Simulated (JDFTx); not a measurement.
Reference run:

| Property | Result |
|---|---|
| surface | Pt(111) |
| bulk | Pt, Fm-3m, lattice of mp-126 (not re-optimised) |
| slab | 4 atoms in 4 planes, 1x1, 6.8 Å between the outermost planes |
| in-plane cell | 2.788 × 2.788 Å, 6.73 Å² |
| cell height | 22.8 Å |
| sampling | 8×8×1 k mesh, Fermi smearing 0.01 Ha, no spin polarisation |

Reference level: PBE, GBRV ultrasoft potentials, plane waves to 20/100 Ha, in a modified build of JDFTx. Unrelaxed; liquid: linear PCM (GLSSA13), water, 1 M NaF. SHE scale: U = −μ/e − 4.44 V, by convention.

```tsv
Fermi smearing width	work function (eV)	U_pzc (V)	mean C below U_pzc (μF/cm²)	k states × plane waves	cycles, vacuum run	rough core time, vacuum run
0.02 Ha	5.51	0.85	13 over 0.5 V	10 × 4427	20	4 min
0.01 Ha	[?]	[?]	13 over 0.5 V	10 × 4427	18	2 min
0.005 Ha	5.66	1.01	13 over 0.5 V	10 × 4427	18	2 min
0.003 Ha	5.67	1.02	–	10 × 4427	19	2 min
```

Problem. Fill in the missing entries.

Solution. 
- 0.01 Ha, work function (eV): 5.61
- 0.01 Ha, U_pzc (V): 0.95

Core times come from shared machines and are rough, one run each.
